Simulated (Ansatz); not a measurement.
MgO:
```
MgO
1.0
    0.00000     2.10214     2.10214
    2.10214     0.00000     2.10214
    2.10214     2.10214     0.00000
Mg O
1 1
Direct
  0.00000   0.00000   0.00000
  0.50000   0.50000   0.50000
```

Relaxed with r²SCAN.

Which orbitals make up the states near the band edges in DFT-r²SCAN in the program Ansatz with PAW potentials?

Top 1 eV of the valence band: O 2p 98 %. Bottom 1 eV of the conduction band: Mg 3s 57 %, O 2s 35 %, O 2p 7 %. Projections are on Löwdin-orthogonalised atomic valence shells; empty p or d shells of many metals are not among them.

Tabulate the density of states.

States/eV per cell of 2 atoms, in 0.25 eV bins, energy from the valence-band maximum.

| E (eV) | total | O 2p | Mg 3s | O 2s |
|---|---|---|---|---|
| -4.80 | 0.00 | 0.00 | 0.00 | 0.00 |
| -4.55 | 0.14 | 0.11 | 0.03 | 0.00 |
| -4.30 | 0.42 | 0.34 | 0.08 | 0.00 |
| -4.05 | 0.82 | 0.69 | 0.12 | 0.01 |
| -3.80 | 1.92 | 1.66 | 0.20 | 0.02 |
| -3.55 | 2.17 | 1.86 | 0.24 | 0.03 |
| -3.30 | 0.96 | 0.82 | 0.10 | 0.02 |
| -3.05 | 0.40 | 0.32 | 0.05 | 0.02 |
| -2.80 | 0.69 | 0.61 | 0.05 | 0.02 |
| -2.55 | 0.84 | 0.77 | 0.04 | 0.01 |
| -2.30 | 0.92 | 0.85 | 0.03 | 0.01 |
| -2.05 | 0.99 | 0.92 | 0.02 | 0.01 |
| -1.80 | 1.07 | 1.01 | 0.02 | 0.01 |
| -1.55 | 1.57 | 1.49 | 0.03 | 0.01 |
| -1.30 | 2.50 | 2.41 | 0.02 | 0.00 |
| -1.05 | 2.70 | 2.62 | 0.01 | 0.00 |
| -0.80 | 2.88 | 2.82 | 0.00 | 0.00 |
| -0.55 | 1.79 | 1.76 | 0.00 | 0.00 |
| -0.30 | 0.95 | 0.93 | 0.00 | 0.00 |
| -0.05 | 0.26 | 0.26 | 0.00 | 0.00 |
| 0.20 | 0.00 | 0.00 | 0.00 | 0.00 |
| 0.45 | 0.00 | 0.00 | 0.00 | 0.00 |
| 0.70 | 0.00 | 0.00 | 0.00 | 0.00 |
| 0.95 | 0.00 | 0.00 | 0.00 | 0.00 |
| 1.20 | 0.00 | 0.00 | 0.00 | 0.00 |
| 1.45 | 0.00 | 0.00 | 0.00 | 0.00 |
| 1.70 | 0.00 | 0.00 | 0.00 | 0.00 |
| 1.95 | 0.00 | 0.00 | 0.00 | 0.00 |
| 2.20 | 0.00 | 0.00 | 0.00 | 0.00 |
| 2.45 | 0.00 | 0.00 | 0.00 | 0.00 |
| 2.70 | 0.00 | 0.00 | 0.00 | 0.00 |
| 2.95 | 0.00 | 0.00 | 0.00 | 0.00 |
| 3.20 | 0.00 | 0.00 | 0.00 | 0.00 |
| 3.45 | 0.00 | 0.00 | 0.00 | 0.00 |
| 3.70 | 0.00 | 0.00 | 0.00 | 0.00 |
| 3.95 | 0.00 | 0.00 | 0.00 | 0.00 |
| 4.20 | 0.00 | 0.00 | 0.00 | 0.00 |
| 4.45 | 0.00 | 0.00 | 0.00 | 0.00 |
| 4.70 | 0.00 | 0.00 | 0.00 | 0.00 |
| 4.95 | 0.00 | 0.00 | 0.00 | 0.00 |
| 5.20 | 0.00 | 0.00 | 0.00 | 0.00 |
| 5.45 | 0.00 | 0.00 | 0.00 | 0.00 |
| 5.70 | 0.00 | 0.00 | 0.00 | 0.00 |
| 5.95 | 0.01 | 0.00 | 0.01 | 0.01 |
| 6.20 | 0.02 | 0.00 | 0.01 | 0.01 |
| 6.45 | 0.03 | 0.00 | 0.02 | 0.01 |
| 6.70 | 0.04 | 0.00 | 0.02 | 0.01 |
| 6.95 | 0.06 | 0.01 | 0.03 | 0.02 |
| 7.20 | 0.07 | 0.01 | 0.04 | 0.02 |
| 7.45 | 0.08 | 0.01 | 0.05 | 0.02 |
| 7.70 | 0.10 | 0.02 | 0.06 | 0.02 |
| 7.95 | 0.12 | 0.02 | 0.07 | 0.03 |
| 8.20 | 0.14 | 0.02 | 0.08 | 0.03 |
| 8.45 | 0.18 | 0.03 | 0.10 | 0.03 |
| 8.70 | 0.23 | 0.03 | 0.13 | 0.04 |
| 8.95 | 0.39 | 0.04 | 0.17 | 0.04 |
| 9.20 | 0.43 | 0.04 | 0.18 | 0.03 |
| 9.45 | 0.44 | 0.04 | 0.18 | 0.03 |
| 9.70 | 0.45 | 0.04 | 0.18 | 0.03 |
| 9.95 | 0.46 | 0.04 | 0.19 | 0.02 |
| 10.20 | 0.54 | 0.04 | 0.19 | 0.02 |
| 10.45 | 0.67 | 0.04 | 0.20 | 0.02 |

Space group Fm-3m (rock salt). The cell was relaxed with r²SCAN under the symmetry of its start.

Potentials: the later of the program's two PAW sets.
